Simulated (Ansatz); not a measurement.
TiPt3:
```
TiPt3
1.0
    3.92069     0.00000     0.00000
    0.00000     3.92069     0.00000
    0.00000     0.00000     3.92069
Ti Pt
1 3
Direct
  0.00000   0.00000   0.00000
  0.00000   0.50000   0.50000
  0.50000   0.00000   0.50000
  0.50000   0.50000   0.00000
```

Relaxed with r²SCAN.

Question: Map the electron localisation function on the plane through (0.000, 0.000, 0.000) spanned by u = [1, 1, 0] and v = [1, 0, 1] in lattice vectors, from r²SCAN (plane waves, PAW; program Ansatz).

Answer: x is the fraction of u, y of v (the angle between them is 60°; rows are the nearest grid lines); atoms in the plane: Ti at (0.00, 0.00), Pt at (0.50, 0.50), Pt at (0.00, 0.50), Pt at (0.50, 0.00).
```
|01796124557999999975542169710|
|11598313446899999986443138951|
|75798412444689999986444214897|
|68886311344445678765444431136|
|13443112344444455554444443211|
|21111123444444334443344444432|
|43211234444444443333444444444|
|54444444456655433333333455665|
|76444444467887654333334567887|
|98644444468999975433334579999|
|99854444458999998543434589999|
|99975444457999999753443579999|
|99997534435799999975444457999|
|99998543434589999985444445899|
|99997543333457999986444444689|
|78876543333345678876444444467|
|56655433333333455665444444445|
|44444444433334444444443211234|
|23444444334443344444432111112|
|11234444445555444444321134431|
|63113444456787654444311368886|
|79841244468999998644421489757|
|15983134468999999864431389511|
|01796124557999999975542169710|
```
Scale: ten equal steps from 0.007 (start of '0') to 0.680 (end of '9'), in the order '0123456789'; x runs from 0.000 to 1.00, y from 0.000 (bottom) to 1.00 (top).

The density is the valence pseudo-density with augmentation charge, so density and ELF within about 1 Å of a nucleus are not all-electron values.

Space group Pm-3m (Cu3Au type). Symmetry was held in the r²SCAN relaxation; of distortions, only those at the zone centre were tested. No spin polarisation was allowed. Scalar-relativistic: spin–orbit coupling is off unless named, which matters more the heavier the elements.

Potentials: the later of the program's two PAW sets.
